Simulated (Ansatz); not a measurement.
Values for one crystal, relaxed and computed with r²SCAN in the plane-wave PAW code Ansatz; other levels are named.

```yaml
volume_per_atom: 11.15 Å³
band_gap: 0.73 eV (indirect)
electron_effective_mass: 1.0, 1.7, 5.8 mₑ (principal values)
conduction_band_minimum: at A (k = 0.000, 0.000, 0.500 in fractions of the reciprocal vectors)
Formation energy from the elements (no fitted shifts): -2.43 eV/atom
hole_effective_mass: 0.68, 1.3, 12 mₑ (principal values)
smallest_direct_gap_on_the_standard_path: 0.94 eV
```

Problem. Which of these materials gives this?
(A) TeO2, P4_32_12 (Te on 4a, O on 8b)
(B) Rb2MnF5, P4/mmm (Rb on 2e, Mn on 1a, F on 1b, F on 4j)
(C) MgO, rock salt
(D) MnV2O6, C2/m (Pearson symbol mS18)

Solution. D, MnV2O6, C2/m (Pearson symbol mS18)

The first step of the workflow began from a Materials Project structure, measured or hypothetical; the Crystallography Open Database files this formula in space group No. 12, but the cells were not matched. Whether it is the stable phase at ambient conditions was not checked. Symmetry was held in the r²SCAN relaxation; whether a distortion lowers the energy is not shown. Magnetic state: ferromagnetic, chosen from 4 collinear starts compared on coarse meshes (ties went to the first, and starts can fall back to one state), not a proven ground state. Other orbital occupations within this spin state were not tried. No Hubbard U is applied. The references are the lowest solids computed at this level, not always the standard phases (solids in place of the gases). The manganese reference at this level is a Cmcm phase, not α-Mn.

Potentials: the later of the program's two PAW sets.
